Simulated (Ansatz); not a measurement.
AlPd in space group Cmcm (No. 63; Al on 4c, Pd on 4c), DFT-PBEsol in the program Ansatz with PAW potentials, all energies at zero smearing, with the estimated change up to a 700 eV cutoff added, with one set of potentials and settings (totals compare only within such a set). Cell of 4 atoms (2 Al, 2 Pd): -14865.360 eV.

| element | reference phase | E (eV/atom) |
|---|---|---|
| Al | Fm-3m, 1 atoms in the cell | -524.5507 |
| Pd | Fm-3m, 1 atoms in the cell | -6906.6520 |

Formation energy per atom, worked out: (-14865.360 − 2×(-524.5507) − 2×(-6906.6520))/4 = -0.739 eV/atom (-71 kJ per mol of atoms), at 0 K, without zero-point energy or fitted corrections.

The start of the workflow was typed in or built on a structure type; neither database checked (COD, Materials Project) lists it. Its standing as an ambient phase is unchecked. The PBEsol relaxation kept the symmetry of its start; whether a distortion lowers the energy is not shown. The run is not spin-polarised. The references are the lowest solids computed at this level, not always the standard phases.

Potentials: the later of the program's two PAW sets.
